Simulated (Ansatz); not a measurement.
Cu Kα1 powder pattern (kinematic, no thermal factors).
| 2θ (°) | relative intensity |
| --- | --- |
| 15.36 | 4 |
| 23.13 | 4 |
| 31.01 | 8 |
| 37.72 | 24 |
| 37.93 | 4 |
| 39.04 | 26 |
| 39.57 | 8 |
| 42.68 | 100 |
| 44.72 | 1 |
| 49.60 | 3 |
| 55.41 | 14 |
| 58.62 | 1 |
| 65.57 | 8 |
| 68.10 | 18 |
| 72.99 | 1 |
| 73.23 | 16 |
| 73.95 | 2 |
| 76.70 | 4 |
| 80.56 | 3 |
| 81.39 | 19 |
| 81.73 | 1 |
| 83.79 | 15 |
| 83.87 | 2 |
| 86.13 | 2 |

The pattern is computed from a structure relaxed with Ansatz 0.2.0, DFT PBE, scalar-relativistic, plane waves, PAW. Collinear spin, ending at 0.0 μB a primitive cell. Its elements are Fe, Pt.

Task: Give the structure.

Result: FePt4.
Space group P6_3/mmc (No. 194). a = 2.751 Å, b = 2.751 Å, c = 23.053 Å, α = 90.00°, β = 90.00°, γ = 120.00°
| atom | site | symmetry | x | y | z |
| --- | --- | --- | --- | --- | --- |
| Fe | 2d | -6m2 | 0.3333 | 0.6667 | 0.7500 |
| Pt | 4f | 3m. | 0.3333 | 0.6667 | 0.5523 |
| Pt | 4f | 3m. | 0.3333 | 0.6667 | 0.1583 |

A pattern alone doesn't exclude other cells with like lines; this is the one computed.

The cell was found from a structure generator's guess, not taken from experiment.
